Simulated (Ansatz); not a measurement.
YGePd2:
```yaml
crystal:
  lattice:
    - [7.39597, 0.00000, 0.00000]
    - [0.00000, 7.06561, 0.00000]
    - [0.00000, 0.00000, 5.57697]
  atoms:
    - { symbol: Y, position: [0.47039, 0.75000, 0.14578] }
    - { symbol: Y, position: [0.52961, 0.25000, 0.85422] }
    - { symbol: Y, position: [0.02961, 0.25000, 0.64578] }
    - { symbol: Y, position: [0.97039, 0.75000, 0.35422] }
    - { symbol: Ge, position: [0.12096, 0.75000, 0.85492] }
    - { symbol: Ge, position: [0.87904, 0.25000, 0.14508] }
    - { symbol: Ge, position: [0.37904, 0.25000, 0.35492] }
    - { symbol: Ge, position: [0.62096, 0.75000, 0.64508] }
    - { symbol: Pd, position: [0.31926, 0.55186, 0.58800] }
    - { symbol: Pd, position: [0.68074, 0.44814, 0.41200] }
    - { symbol: Pd, position: [0.18074, 0.44814, 0.08800] }
    - { symbol: Pd, position: [0.81926, 0.55186, 0.91200] }
    - { symbol: Pd, position: [0.81926, 0.94814, 0.91200] }
    - { symbol: Pd, position: [0.18074, 0.05186, 0.08800] }
    - { symbol: Pd, position: [0.68074, 0.05186, 0.41200] }
    - { symbol: Pd, position: [0.31926, 0.94814, 0.58800] }
```

Relaxed with r²SCAN. Special points in fractions of this cell's reciprocal vectors: Γ (0.000, 0.000, 0.000); X (0.500, 0.000, 0.000); S (0.500, 0.500, 0.000); Y (0.000, 0.500, 0.000); Z (0.000, 0.000, 0.500); U (0.500, 0.000, 0.500); R (0.500, 0.500, 0.500); T (0.000, 0.500, 0.500).

Q: List the band energies nearest the Fermi level at these points for r²SCAN (plane waves, PAW; program Ansatz).

A: In eV from the Fermi level; about four levels below and three above (degenerate sets whole), none deeper than 8.9 eV; points with the same levels are listed once.

```csv
k,below,above
Γ,-1.12 -0.74 -0.37 -0.28,0.11 0.20 0.58
X,-0.44 -0.44 -0.32 -0.32,0.86 0.86 1.13 1.13
S,-0.04 -0.04 -0.04 -0.04,0.96 0.96 0.96 0.96
Y,-0.95 -0.95 -0.60 -0.60,0.05 0.05 0.69 0.69
Z,-1.45 -1.45 -1.17 -1.17,0.55 0.55 0.89 0.89
U,-1.53 -1.53 -1.04 -1.04,0.76 0.76 0.87 0.87
R,-0.25 -0.25 -0.25 -0.25,0.98 0.98 0.98 0.98
T,-1.40 -1.40 -0.11 -0.11,0.60 0.60 1.35 1.35
```

Space group Pnma. The workflow started from a Materials Project entry (that database holds measured and hypothetical structures alike); the Crystallography Open Database copy checked does not list it. Its standing as an ambient phase is unchecked. The r²SCAN relaxation kept the symmetry of its start; whether a distortion lowers the energy is not shown. The run is not spin-polarised. Scalar-relativistic: spin–orbit coupling is off unless named, which matters more the heavier the elements.

Potentials: the later of the program's two PAW sets.
